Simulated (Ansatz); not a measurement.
The start is a generated trial cell of Mo2C in the AFLOW prototype A2B_tI6_139_d_a (L\'2). Cell shape, volume and atoms are optimised at zero target pressure with PBEsol (plane waves to 420 eV, PAW, scalar-relativistic; Ansatz, a first-principles code). The first steps use a coarse 8×8×8 k-mesh.

Starting cell:
```
CELL_PARAMETERS angstrom
     -1.96790     1.96790     2.41427
      1.96790    -1.96790     2.41427
      1.96790     1.96790    -2.41427
ATOMIC_POSITIONS crystal
  Mo 0.75000 0.25000 0.50000
  Mo 0.25000 0.75000 0.50000
  C  0.00000 0.00000 0.00000
```

**Question.** How does the volume change?

**Answer.** -1.0 %, from 12.47 to 12.34 Å³/atom.

**Question.** How do the shortest distances between atoms change?

**Answer.** The closest pairs of elements (up to four, under 3.6 Å), start → end: C–Mo 2.31 → 2.29 Å; Mo–Mo 2.41 → 2.54 Å.

**Question.** What band gap does the relaxed structure have at this level?

**Answer.** Zero (metallic).

**Question.** Give the final cell and atomic positions.

**Answer.** 
```cif
data_C2Mo4
_chemical_formula_sum 'Mo4 C2'
_space_group_name_H-M_alt 'I4/mmm'
_space_group_IT_number 139
_space_group_name_Hall '-I 4 2'
_cell_length_a 3.81812
_cell_length_b 3.81812
_cell_length_c 5.07910
_cell_angle_alpha 90.000
_cell_angle_beta 90.000
_cell_angle_gamma 90.000
loop_
_atom_site_label
_atom_site_type_symbol
_atom_site_symmetry_multiplicity
_atom_site_Wyckoff_symbol
_atom_site_fract_x
_atom_site_fract_y
_atom_site_fract_z
_atom_site_occupancy
Mo1 Mo 4 d 0.00000 0.50000 0.25000 1
C1 C 2 a 0.00000 0.00000 0.00000 1
```
(The calculation used a cell of 3 atoms; values per cell refer to that cell.)

The space group stays I4/mmm (No. 139) (the run could not lower it), with 3 atoms in the primitive cell. Final values are on a 17×17×17 k-mesh of the relaxed cell. No spin polarisation in the result.

The run could not lose the symmetry of its start, so the end can be a saddle point.

All atoms sit on sites fixed by symmetry, so only the cell could relax.

The relaxed structure here is a generated cell of Mo2C: the first start was made by placing the elements on the sites of a structure type, and the end was not matched to a known phase here, so it may be hypothetical.
